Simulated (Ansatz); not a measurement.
CrO$_{2}$ (rutile), relaxed with PBEsol (Ansatz, an electronic-structure program, plane waves, PAW): a = b = 4.392 Å, c = 2.888 Å, α = β = γ = 90.00°.

```
Item                                                                            Value
---------------------------  --------------------------------------------------------
ΔH_f (eV/atom)                                                                  -1.93
spin order and moments (μB)  ferromagnetic; net 0.67 per atom; largest site about 2.1
```

Q: The same phase is relaxed and computed with r²SCAN in the same code. What are the cell and these values now?

A: a = b = 4.404 Å, c = 2.912 Å, α = β = γ = 90.00°.

- ΔH_f (eV/atom): -2.16
- spin order and moments (μB): ferromagnetic; net 0.67 per atom; largest site about 2.2

Spin orders computed, not proven ground states: CrO2, rutile with PBEsol ferromagnetic; CrO2, rutile with r²SCAN ferromagnetic. All cells were relaxed under the symmetry of their starts (and spin orders); stability against distortions was not tested throughout. No Hubbard U is applied.

Potentials: the later of the program's two PAW sets.

Ansatz is a plane-wave DFT program.

Formation energies count from the lowest solids of the elements computed at the same level, not from gases.
